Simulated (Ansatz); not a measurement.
**Convergence of As2Se with the ratio of density to wavefunction cutoff**

All numbers below come from DFT PBEsol, scalar-relativistic, plane waves, PAW in Ansatz.

```cif
data_structure
_symmetry_space_group_name_H-M 'P 1'
_symmetry_Int_Tables_number 1
_cell_length_a 5.6529
_cell_length_b 5.6529
_cell_length_c 5.6529
_cell_angle_alpha 102.730
_cell_angle_beta 102.730
_cell_angle_gamma 124.007
_cell_volume 132.22
loop_
_atom_site_label
_atom_site_type_symbol
_atom_site_fract_x
_atom_site_fract_y
_atom_site_fract_z
_atom_site_occupancy
As1 As 0.87500 0.12500 0.75000 1
As2 As 0.37500 0.12500 0.25000 1
As3 As 0.87500 0.62500 0.75000 1
As4 As 0.87500 0.12500 0.25000 1
Se1 Se 0.50000 0.50000 0.00000 1
Se2 Se 0.25000 0.75000 0.50000 1
```

| Quantity | Value |
| --- | --- |
| plane-wave cutoff | 420 eV |
| Γ-centred k-mesh | 8×8×8 |
| occupation rule | Gaussian smearing, 0.1 eV |
| spin treatment | unpolarised |
| valence charge of the PAW sets | As 15, Se 16 |

The atoms are held and the ratio of density to wavefunction cutoff is swept. Energies are extrapolated to zero smearing and count from the reference run, 9. The cell isn't necessarily relaxed at this level. Pressure is positive in compression.

```csv
ratio,ΔE (meV/atom),P (GPa)
2,-1.36,-3.38
3,-0.01,-3.47
9,0.00,-3.47
```